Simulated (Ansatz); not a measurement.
Ansatz 0.2.0, relaxation: Lu$_{2}$Be

The command:

```bash
ansatz run input.yaml --threads 2 --pin off --max-ram 3584MiB --backend cpu --events-out ev --progress --plain --runs-dir out
```

input.yaml:

```yaml
crystal:
  lattice:
    - [0.0, 2.922912, 0.0]
    - [2.922912, 0.0, 0.0]
    - [1.461456, 1.461456, -6.845634]
  atoms:
    - { symbol: Lu, position: [0.324, 0.324, 0.352] }
    - { symbol: Lu, position: [0.676, 0.676, 0.648] }
    - { symbol: Be, position: [0.0, 0.0, 0.0] }
  symmetry: { tolerance: 0.0003 }
kpoints:
  mp_grid: { grid: [9, 9, 9], shift: [0, 0, 0] }
magnetization:
  spin_polarized: false
scf:
  occupations: { method: fermi_dirac }
  lower_state_search: "off"
hamiltonian:
  pseudopotentials: { kind: paw }
  xc: pbe
basis:
  ecutwfc: 420
  fft_grid_basis: typed
relax:
  max_steps: 40
  cell: { p_target: 0.0 }
  f_tol: 0.03
output:
  forces: true
  stress: true
  eigenvalues: true
  bader: true
  populations: true
  elf: true
  write_potential: true
  volumetric_format: npy
  dos:
    e_range: [-12, 8]
    de: 0.05
    projected: { site_lists: { Be: [Be], Lu: [Lu] } }
  write_density: true
checkpoint:
  read: saved_state
```

Origin of the cell: a known structure type with other elements, at an estimated volume, so it need not be a known compound.

The smearing width isn't typed, so it takes its default of 0.1 eV.

The saved state is a converged single point of the same cell.

Steps («new basis» is an SCF on plane waves selected anew at the same cell):

| step | ΔF (meV/atom) | max force component (eV/Å) | P (GPa) | volume (Å³) | SCF iterations | step was |
| --- | --- | --- | --- | --- | --- | --- |
| 1 | 0.0 | 4.507 | 15.28 | 58.49 | 8 | accepted |
| 2 | -462.3 | 1.766 | 5.68 | 61.21 | 9 | accepted |
| 3 | -652.2 | 0.874 | 4.09 | 61.46 | 10 | accepted |
| 4 | -752.5 | 0.247 | 3.31 | 62.56 | 9 | accepted |
| 5 | -807.0 | 0.042 | 0.86 | 65.10 | 10 | accepted |
| 6 | -808.5 | 0.086 | -0.15 | 66.09 | 7 | accepted |
| 7 | -808.8 | 0.025 | -0.28 | 66.18 | 8 | accepted |
| 8 | -808.9 | 0.025 | 0.11 | 65.70 | 5 | accepted |
| 9 | -808.9 | 0.001 | 0.00 | 65.87 | 6 | accepted |
| 10 | -811.6 | 0.001 | 0.12 | 65.87 | 9 | new basis |
| 11 | -811.6 | 0.000 | 0.00 | 65.99 | 6 | accepted |
| 12 | -811.6 | 0.000 | 0.00 | 65.99 | 6 | new basis |

Before:

Space group I4/mmm (No. 139); the run's cell has a = 2.923 Å, b = 2.923 Å, c = 7.151 Å, α = 78.21°, β = 78.21°, γ = 90.00°. Shortest distances: Lu–Lu 2.89 Å, Be–Be 2.92 Å, Be–Lu 3.17 Å.

The relaxed structure.

Space group I4/mmm (No. 139); the run's cell has a = 3.350 Å, b = 3.350 Å, c = 6.339 Å, α = 74.68°, β = 74.68°, γ = 90.00°. Shortest distances: Be–Lu 2.87 Å, Lu–Lu 3.23 Å, Be–Be 3.35 Å.

```
CELL_PARAMETERS angstrom
0.00000 3.35023 0.00000
3.35023 0.00000 0.00000
1.67511 1.67511 -5.87931
ATOMIC_POSITIONS crystal
Lu 0.36262 0.36262 0.27477
Lu 0.63738 0.63738 0.72523
Be 0.00000 0.00000 0.00000
```

```yaml
Free_energy_lowered_by: 811.6 meV/atom
Volume_change: 12.83 %
Final_pressure: 0.00 GPa
Relaxation_steps_listed: 12
Formation_energy_elements_under_the_same_functional_gases_as_molecules_uncorrected: 0.065 eV/atom
```

Caveats: no dispersion correction, so spacings can come out too large where layers or molecules are weakly bound; no spin-orbit coupling, though heavy elements are present; the relaxation held the start's symmetry, so the end may be a saddle point.

It ran for 87 s of wall time on 2 CPU thread(s) of a shared host, from a saved density.
